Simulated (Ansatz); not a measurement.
HfSnO4 on the sites of the rutile structure (relaxed group P-42_1m) was relaxed with 3 functionals in Ansatz 0.2.0, cell and atoms free, the symmetry of the start kept (meshes: PBE 6×6×4, r2SCAN 6×6×4, PBEsol 6×6×4). Computed, not measured; no magnetism was allowed, and whether the structure is a known phase isn't checked.

The PBE result:
```
Sn O Hf
1.0
     4.85275    0.00000    0.00000
     0.00000    4.85275    0.00000
     0.00000    0.00000    6.49693
Sn O Hf
2 8 2
Direct
  0.00000 0.50000 0.12354
  0.50000 0.00000 0.87646
  0.69578 0.80422 0.12589
  0.30422 0.19578 0.12589
  0.80422 0.30422 0.87411
  0.19578 0.69578 0.87411
  0.69403 0.80597 0.62604
  0.30597 0.19403 0.62604
  0.80597 0.30597 0.37396
  0.19403 0.69403 0.37396
  0.00000 0.50000 0.62433
  0.50000 0.00000 0.37567
```

It is tetragonal, P-42_1m (No. 113); conventional cell a = 4.853 Å, c = 6.497 Å, 12.75 Å³ an atom. Sn has 6 O at 2.09–2.11 Å; O has 2 Sn at 2.09–2.11 Å and 1 Hf at 2.11 Å; Hf has 6 O at 2.10–2.11 Å; O has 2 Hf at 2.10 Å and 1 Sn at 2.10 Å.

**Question.** How does the cell change with r2SCAN?

**Answer.** a = 4.799 Å, c = 6.437 Å; the volume differs by -3.1 % from PBE's. Sn is surrounded by 6 O at 2.06–2.08 Å; O is surrounded by 2 Sn at 2.06–2.08 Å and 1 Hf at 2.09 Å; Hf is surrounded by 6 O at 2.08–2.09 Å (further sites aren't listed).

**Question.** What lattice does PBEsol give?

**Answer.** a = 4.800 Å, c = 6.441 Å; the volume differs by -3.0 % from PBE's. Sn is surrounded by 6 O at 2.06–2.08 Å; O is surrounded by 2 Sn at 2.06–2.08 Å and 1 Hf at 2.09 Å; Hf is surrounded by 6 O at 2.08–2.09 Å (further sites aren't listed).

**Question.** Held at the r2SCAN cell, what mean stress does PBE find, and does its sign point to its own minimum?

**Answer.** Yes. PBE +6.36 GPa, and its relaxed volume is +3.2 % from r2SCAN's. Compression counts positive, so a positive stress asks for a larger cell.
